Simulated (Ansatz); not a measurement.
Consider the following.

B2Ir:
```xyz
3
Lattice="-1.4048 1.4048 3.4235 1.4048 -1.4048 3.4235 1.4048 1.4048 -3.4235" Properties=species:S:1:pos:R:3 pbc="T T T"
Ir     0.0000     0.0000     0.0000
B      0.0000     0.0000     2.1906
B      0.0000     0.0000     4.6564
```

This is the PBE-relaxed structure.

Question: All from the program Ansatz at the PBE level (PAW), unless another level is named. Estimate the electronic character.

Answer: metallic (no gap).

Question: What about the density of states at the Fermi level?

Answer: 0.45 states/eV per atom (mean over ±0.08 eV).

Question: Predict the formation energy from the elements (no fitted shifts).

Answer: 0.33 eV/atom.

Space group I4/mmm (MoSi2 or CaC2 type). A made-up cell: these elements were put on the sites of a structure type; neither database checked (COD, Materials Project) lists it. Whether it is the stable phase at ambient conditions was not checked. The PBE relaxation kept the symmetry of its start; whether a distortion lowers the energy is not shown. No spin polarisation was allowed. The references are the lowest solids computed at this level, not always the standard phases. Scalar-relativistic: spin–orbit coupling is off unless named, which matters more the heavier the elements.

Potentials: the earlier of the program's two PAW sets.
